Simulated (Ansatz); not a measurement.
# Single-layer antireflection coatings

A short materials screen. A quarter-wave layer cancels reflection when its index is the square root of the substrate's.

The reference row is Si. The reference is the substrate, in air, at normal incidence and 1064 nm. Its own row shows the bare surface.

### Data

Levels of theory (Ansatz, a plane-wave PAW program): ε∞: r²SCAN, linear response, mean over directions (which differ by under 30 %); gap: HSE06, on its own or a semilocal cell. Cells of the HSE06 gaps: its own cell for SrO, BaHfO3, Si; the r²SCAN cell for Al2O3 (bixbyite), La2O3, HfO2, α-quartz SiO2.

Model: n = √ε∞; thickness = λ/4n; R = ((n_s − n²)/(n_s + n²))², n_s the substrate's index.

| crystal | ε∞ | E_g (eV) | n | quarter wave (nm) | reflectance (%) |
|---|---|---|---|---|---|
| SrO (rock salt) | 3.52 | 4.79 | 1.876 | 142 | 0.02 |
| Al2O3 (bixbyite) | 3.04 | 7.32 | 1.744 | 153 | 0.34 |
| BaHfO3 (cubic perovskite) | 4.34 | 5.18 | 2.083 | 128 | 1.4 |
| La2O3 (P-3m1) | 4.45 | 5.29 | 2.110 | 126 | 1.7 |
| HfO2 (P4₂/nmc) | 4.73 | 6.37 | 2.175 | 122 | 2.6 |
| α-quartz SiO2 | 2.38 | 7.78 | 1.543 | 172 | 3.2 |
| Si (diamond type), reference | 11.7 | 1.14 | 3.421 | 78 | 30 |

Started from generated or typed cells, with no claim that the phase is known: Al2O3 (bixbyite). Runs started from generated or typed cells of the structure named: BaHfO3 (for some of its values); La2O3; HfO2; Si. Over 15 meV/atom above the lowest phase of their formula at hand: Al2O3 (bixbyite) (40 meV/atom, r²SCAN), HfO2 (48 meV/atom, r²SCAN). Known as high-temperature phases, here as static cells: HfO2. Spin–orbit coupling is left out unless named; in separate runs it moves the gap by BaHfO3 −0.09 eV (r²SCAN); it moves the gap of SrO, La2O3, HfO2 by under 0.05 eV. By their computed gaps these absorb at this wavelength, so their figures hold only nominally: Si.

### Worked example

Arithmetic for α-quartz SiO2:

n = √2.38 = 1.543; quarter wave: 1064/(4 × 1.543) = 172 nm; R = 100 × ((3.421 − 1.543²)/(3.421 + 1.543²))² = 3.2 %.

Worked for Si:

- n = √11.7 = 3.421
- quarter wave: 1064/(4 × 3.421) = 78 nm
- R = 100 × ((3.421 − 3.421²)/(3.421 + 3.421²))² = 30 %

### Result

By reflectance (lowest first): SrO (0.02 ± 0.10), Al2O3 (bixbyite) (0.34 ± 0.30), BaHfO3 (1.4 ± 0.59) ≈ La2O3 (1.7 ± 0.65) ≈ HfO2 (2.6 ± 0.79) ≈ α-quartz SiO2 (3.2 ± 0.87). The ± follows from allowances picked for this note (ε∞ 5 %, 0.075 % on the figure itself), carried to first order and added in quadrature, each row's own inputs moving alone; ≈ joins neighbours closer than their two ± added in quadrature. At the edge of that rule, so that a last digit could turn the call: SrO and Al2O3 (bixbyite).

The usual expectation is that n falls with gap (the index sums virtual transitions across the gap). These rows show that weakly (rank correlation −0.64 over 7 rows).

The ideal index is √3.421 = 1.85.

### Caveats

ε∞ is the long-wavelength electronic value; dispersion raises indices towards the gap. Anisotropic crystals enter by their mean, and deposited films are often less dense. Where several phases of a formula are at hand, those over 0.1 eV/atom above the lowest were not drawn (by r²SCAN where it compared them, else by the largest value; a layered or molecular lowest phase counts only with a dispersion term); other phases could lie lower still. Crystals of Pb, Bi, Tl or Hg, those whose gap spin–orbit coupling moves by over 0.3 eV, and those of Te, I or Sb with no such test at hand were not drawn. Rows are a sample, mostly of low-index crystals, kept where two or more cut the reflection markedly; agreement with measurement did not enter. Limits of the draw: gap over 0.6 eV, ε∞ under 5.5 but for familiar substrates; for ε, a gap over 0.5 eV at its level, values under 300, no layered crystals; no unfamiliar magnets, and cubic perovskites only if shown or known to be stable. As a rule kept out of such tables: 4f compounds, open-shell compounds run without a Hubbard term, cells found unstable in the tests at hand, cells close to a higher symmetry, and runs set to a pressure or over 12 % in volume from the crystal's fullest run.
